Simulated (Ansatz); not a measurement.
Pb:
```cif
data_Pb
_chemical_formula_sum 'Pb1'
_space_group_name_H-M_alt 'P 1'
_space_group_IT_number 1
_cell_length_a 3.56470
_cell_length_b 3.56470
_cell_length_c 3.56470
_cell_angle_alpha 60.000
_cell_angle_beta 60.000
_cell_angle_gamma 60.000
loop_
_space_group_symop_operation_xyz
  'x, y, z'
loop_
_atom_site_label
_atom_site_type_symbol
_atom_site_fract_x
_atom_site_fract_y
_atom_site_fract_z
_atom_site_occupancy
Pb1 Pb 0.00000 0.00000 0.00000 1
```

Relaxed with PBE.

Question: Which orbitals make up the states near the Fermi level in plane-wave PAW PBE (Ansatz code)?

Answer: Within 0.5 eV of the Fermi level: Pb 6p 87 %, Pb 6s 10 %. Projections are on Löwdin-orthogonalised atomic valence shells; empty p or d shells of many metals are not among them.

Question: Tabulate the density of states.

Answer: States/eV per cell of 1 atom, in 0.25 eV bins, energy from the Fermi level.

| E (eV) | total | Pb 6p | Pb 6s |
|---|---|---|---|
| -7.85 | 0.74 | 0.10 | 0.63 |
| -7.60 | 0.71 | 0.08 | 0.62 |
| -7.35 | 0.70 | 0.07 | 0.63 |
| -7.10 | 0.72 | 0.04 | 0.67 |
| -6.85 | 0.74 | 0.02 | 0.72 |
| -6.60 | 0.00 | 0.00 | 0.00 |
| -6.35 | 0.00 | 0.00 | 0.00 |
| -6.10 | 0.00 | 0.00 | 0.00 |
| -5.85 | 0.00 | 0.00 | 0.00 |
| -5.60 | 0.00 | 0.00 | 0.00 |
| -5.35 | 0.00 | 0.00 | 0.00 |
| -5.10 | 0.00 | 0.00 | 0.00 |
| -4.85 | 0.00 | 0.00 | 0.00 |
| -4.60 | 0.00 | 0.00 | 0.00 |
| -4.35 | 0.00 | 0.00 | 0.00 |
| -4.10 | 0.00 | 0.00 | 0.00 |
| -3.85 | 0.06 | 0.06 | 0.00 |
| -3.60 | 0.16 | 0.16 | 0.00 |
| -3.35 | 0.23 | 0.22 | 0.01 |
| -3.10 | 0.30 | 0.28 | 0.01 |
| -2.85 | 0.45 | 0.42 | 0.02 |
| -2.60 | 0.60 | 0.55 | 0.04 |
| -2.35 | 0.86 | 0.79 | 0.06 |
| -2.10 | 0.95 | 0.86 | 0.08 |
| -1.85 | 0.89 | 0.78 | 0.09 |
| -1.60 | 0.53 | 0.43 | 0.08 |
| -1.35 | 0.38 | 0.30 | 0.07 |
| -1.10 | 0.48 | 0.40 | 0.07 |
| -0.85 | 0.51 | 0.43 | 0.06 |
| -0.60 | 0.53 | 0.45 | 0.06 |
| -0.35 | 0.53 | 0.46 | 0.06 |
| -0.10 | 0.54 | 0.47 | 0.06 |
| 0.15 | 0.53 | 0.46 | 0.05 |
| 0.40 | 0.54 | 0.48 | 0.05 |
| 0.65 | 0.58 | 0.51 | 0.05 |
| 0.90 | 0.61 | 0.54 | 0.04 |
| 1.15 | 0.64 | 0.57 | 0.04 |
| 1.40 | 0.67 | 0.60 | 0.04 |
| 1.65 | 0.71 | 0.64 | 0.04 |
| 1.90 | 0.81 | 0.74 | 0.03 |
| 2.15 | 0.84 | 0.77 | 0.03 |
| 2.40 | 0.82 | 0.74 | 0.03 |
| 2.65 | 0.79 | 0.72 | 0.02 |
| 2.90 | 0.76 | 0.69 | 0.02 |
| 3.15 | 0.74 | 0.67 | 0.02 |
| 3.40 | 0.71 | 0.64 | 0.02 |
| 3.65 | 0.69 | 0.62 | 0.01 |
| 3.90 | 0.67 | 0.60 | 0.01 |
| 4.15 | 0.65 | 0.58 | 0.01 |
| 4.40 | 0.62 | 0.56 | 0.01 |
| 4.65 | 0.60 | 0.55 | 0.01 |

Space group Fm-3m (fcc (Cu type)). The cell was relaxed with PBE under the symmetry of its start. Spin–orbit coupling is left out wherever it is not named.

Potentials: the earlier of the program's two PAW sets.
